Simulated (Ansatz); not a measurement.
**Is this NiGe3 structure a true minimum?**

The cell was found from a structure generator's guess, not taken from experiment.

The calculation used DFT PBE, scalar-relativistic, plane waves, PAW in Ansatz. Settings: cutoff 420 eV, Γ-centred mesh 12×12×2 on the computed 8-atom cell, Gaussian smearing of 0.10 eV; no spin polarisation.

The cell below (8 atoms, space group P6_3/mmc (No. 194)) is relaxed within its symmetry.

```yaml
crystal:
  lattice:
    - [3.14269, 0.00000, 0.00000]
    - [-1.57135, 2.72165, 0.00000]
    - [0.00000, 0.00000, 15.48692]
  atoms:
    - { symbol: Ni, position: [0.00000, 0.00000, 0.00000] }
    - { symbol: Ni, position: [0.00000, 0.00000, 0.50000] }
    - { symbol: Ge, position: [0.33333, 0.66667, 0.10524] }
    - { symbol: Ge, position: [0.66667, 0.33333, 0.60524] }
    - { symbol: Ge, position: [0.33333, 0.66667, 0.39476] }
    - { symbol: Ge, position: [0.66667, 0.33333, 0.89476] }
    - { symbol: Ge, position: [0.33333, 0.66667, 0.75000] }
    - { symbol: Ge, position: [0.66667, 0.33333, 0.25000] }
```

For the test it was strained at random (σ = 1.5 % a component), the atoms were moved at random (σ = 0.15 Å), and all was relaxed again on a coarse 6×6×2 mesh (in the run’s order of axes) with 0.20 eV smearing, with no symmetry imposed.

Trial moments died out on the coarse mesh, so the last step has no spin; another magnetic start might hold.

Problem. What happens?

Solution. It returns, within 1 meV/atom of the unmoved cell on that mesh and with the same symmetry when read at 0.1 Å (P1 at 0.01 Å, so small strains and shifts remain). No instability shows in this cell; modes of other wave vectors, which need another repeat, aren't tested.
